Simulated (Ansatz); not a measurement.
The relaxed structure here is a generated cell of BW2: the first start was made by placing the elements on the sites of a structure type, and the end was not matched to a known phase here, so it may be hypothetical.

One starting cell of BW2 (a generated trial cell of BW2 in the AFLOW prototype A2B_tP6_136_f_a (C4, as in TiO2)) was relaxed twice with Ansatz (plane waves, PAW, scalar-relativistic): with PBEsol at 420 eV and with PBE at 420 eV. The PBEsol result:

```
CELL_PARAMETERS angstrom
      5.07998     0.00000     0.00000
      0.00000     5.07998     0.00000
      0.00000     0.00000     3.06986
ATOMIC_POSITIONS crystal
  B  0.50000 0.50000 0.50000
  B  0.00000 0.00000 0.00000
  W  0.79436 0.79436 0.50000
  W  0.29436 0.70564 0.00000
  W  0.70564 0.29436 0.00000
  W  0.20564 0.20564 0.50000
```

| quantity | PBEsol | PBE |
|---|---|---|
| space group | P4₂/mnm | P4₂/mnm |
| volume (Å³/atom) | 13.20 | ___ |
| a (Å) | 5.080 | ___ |
| c (Å) | 3.070 | ___ |
| gap (eV, no spin-orbit coupling) | 0.00 | ___ |

What does PBE give for the same quantities?


- volume (Å³/atom), PBE: 13.53
- a (Å), PBE: 5.120
- c (Å), PBE: 3.097
- gap (eV, no spin-orbit coupling), PBE: 0.00

Both levels end in the same structure; PBE's volume is 2.5 % larger. Neither column is exact.

No spin polarisation in the result.

The run could not lose the symmetry of its start, so the end can be a saddle point.

Ansatz is an electronic-structure program.
